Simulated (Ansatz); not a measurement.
## From three elastic constants to directional properties of Ti₃Ag

These are results of DFT LDA, scalar-relativistic, plane waves, PAW in Ansatz, not measurements. Cutoff 420 eV, 10×10×10 k-points (Γ-centred), Fermi-Dirac smearing of 0.15 eV. No spin polarisation.

The cell, relaxed at this level:
```cif
data_structure
_symmetry_space_group_name_H-M 'P 1'
_symmetry_Int_Tables_number 1
_cell_length_a 3.9936
_cell_length_b 3.9936
_cell_length_c 3.9935
_cell_angle_alpha 90.000
_cell_angle_beta 90.000
_cell_angle_gamma 90.000
_cell_volume 63.69
loop_
_atom_site_label
_atom_site_type_symbol
_atom_site_fract_x
_atom_site_fract_y
_atom_site_fract_z
_atom_site_occupancy
Ti1 Ti 0.00000 0.50000 0.50000 1
Ti2 Ti 0.50000 0.00000 0.50000 1
Ti3 Ti 0.50000 0.50000 0.00000 1
Ag1 Ag 0.00000 0.00000 0.00000 1
```

In a metal, frequencies and elastic constants depend on the k mesh and the smearing, soft modes and shear constants most.

With ions relaxed, on the cubic axes: C11 = 162.2, C12 = 121.1, C44 = 42.5 GPa. The density is 6.556 g/cm³.

Q: Is the crystal stable against strain, and how anisotropic is it?

A: Born's conditions hold: C11 + 2C12 = 404.4, C11 − C12 = 41.1 and C44 = 42.5 GPa are all positive. B = (C11 + 2C12)/3 = 134.8 GPa. The two shear moduli are C44 and C′ = (C11 − C12)/2 = 20.5 GPa, so Zener's ratio is A = C44/C′ = 2.07: the tetragonal shear C′ is the soft one, as in many fcc and bcc metals and zincblende crystals. The Cauchy pressure C12 − C44 is 78.6 GPa; it would vanish for pair forces between atoms on inversion centres at zero pressure, and a positive value is usual with metallic or many-body binding.

Q: Give the sound speeds along the three symmetry directions.

A: The Christoffel equation gives ρv² for each branch:
```csv
direction,branch,ρv²,GPa,v (m/s)
[100],L,C11,162.2,4973
[100],T (×2),C44,42.5,2545
[110],L,(C11 + C12 + 2C44)/2,184.1,5299
[110],"T, u ∥ [001]",C44,42.5,2545
[110],"T, u ∥ [1-10]",(C11 − C12)/2,20.5,1770
[111],L,(C11 + 2C12 + 4C44)/3,191.4,5404
[111],T (×2),(C11 − C12 + C44)/3,27.8,2061
```

Q: How does Young's modulus depend on direction?

A: Inverting gives S11 = 17.061, S12 = -7.294, S44 = 23.540 TPa⁻¹. Along a unit vector (l, m, n), 1/E = S11 − 2(S11 − S12 − S44/2)(l²m² + m²n² + n²l²), where the last bracket is 0, 1/4 and 1/3 for [100], [110] and [111]: E = 59, 93 and 115 GPa. With A > 1 the body diagonal is stiffest. For a film on (001), the biaxial modulus is C11 + C12 − 2C12²/C11 = 102 GPa and the normal strain is −2C12/C11 = -1.49 times the in-plane one.